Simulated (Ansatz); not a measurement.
Data:

Ge:
```
Ge
1.0
   -3.52601     3.52601     2.03594
    3.52601    -3.52601     2.03594
    3.52601     3.52601    -2.03594
Ge
4
Direct
  0.17852   0.17852   0.35704
  0.17852   0.82148   0.00000
  0.82148   0.17852   0.00000
  0.82148   0.82148   0.64296
```

This is the PBE-relaxed structure.

All from plane-wave PAW PBE (Ansatz code), unless another level is named. Give the electronic character.

metallic (no gap).

What about the density of states at the Fermi level?

0.04 states/eV per atom (mean over ±0.08 eV).

Space group I4/mmm. The start of the workflow was typed in or built on a structure type; neither database checked (COD, Materials Project) lists it. It is not the phase usual at ambient conditions (space group No. 227). The PBE relaxation kept the symmetry of its start; its stability against distortions is not shown here. The volume moved by 34 % from the start of the relaxation. Spin–orbit coupling is left out wherever it is not named.

Potentials: the later of the program's two PAW sets.
